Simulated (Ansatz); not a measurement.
Method: PBE, no spin polarisation; PAW, plane waves to 420 eV, 6×6×6 Γ-centred mesh, fermi-dirac occupations (width 0.1 eV) (Ansatz 0.2.0), atoms fixed.

Computed maps in the lattice plane spanned by a (left to right, 5.82 Å, 18 points from zero) and b (bottom to top, 6.53 Å, 20 points from zero), 90° apart, at height 0.000 along c. The fields are smooth PAW ones with compensation charges, not the true ones near nuclei.

Valence density. Digits on a logarithmic scale: 0 up to 0.03 e/Å³, each further digit a factor of 1.6, 9 from 1.3 e/Å³ up:
```
557999975557999975
556899865556899865
555566555555566555
555444455555444455
554333345554333345
443322334443322334
332211223332211223
222100122222100122
211000011211000011
111000011111000011
211000011211000011
222100122222100122
332211223332211223
443322334443322334
554333345554333345
555444455555444455
555566555555566555
556899865556899865
557999975557999975
558999985558999985
```

The cell is MnIn2S2. Which atoms lie within 0.2 Å of this plane, and where (fractions of a and b)?

Mn at (0.25, 0.00), Mn at (0.75, 0.00). The whole cell:
```yaml
crystal:
  lattice:
    - [0.00000, 0.00000, 5.81655]
    - [6.52538, 0.00000, 0.00000]
    - [3.26269, 5.94740, -2.90828]
  atoms:
    - { symbol: Mn, position: [0.25000, 0.00000, 0.00000] }
    - { symbol: Mn, position: [0.75000, 0.00000, 0.00000] }
    - { symbol: S, position: [0.89650, 0.29880, 0.79300] }
    - { symbol: S, position: [0.10350, 0.70120, 0.20700] }
    - { symbol: S, position: [0.60350, 0.09180, 0.20700] }
    - { symbol: S, position: [0.39650, 0.90820, 0.79300] }
    - { symbol: In, position: [0.14780, 0.19720, 0.29560] }
    - { symbol: In, position: [0.85220, 0.80280, 0.70440] }
    - { symbol: In, position: [0.35220, 0.49280, 0.70440] }
    - { symbol: In, position: [0.64780, 0.50720, 0.29560] }
```

Origin: a known structure type with other elements, at an estimated volume, so it need not be a known compound. Caveats: no spin polarisation, so a magnetic state may lie lower.
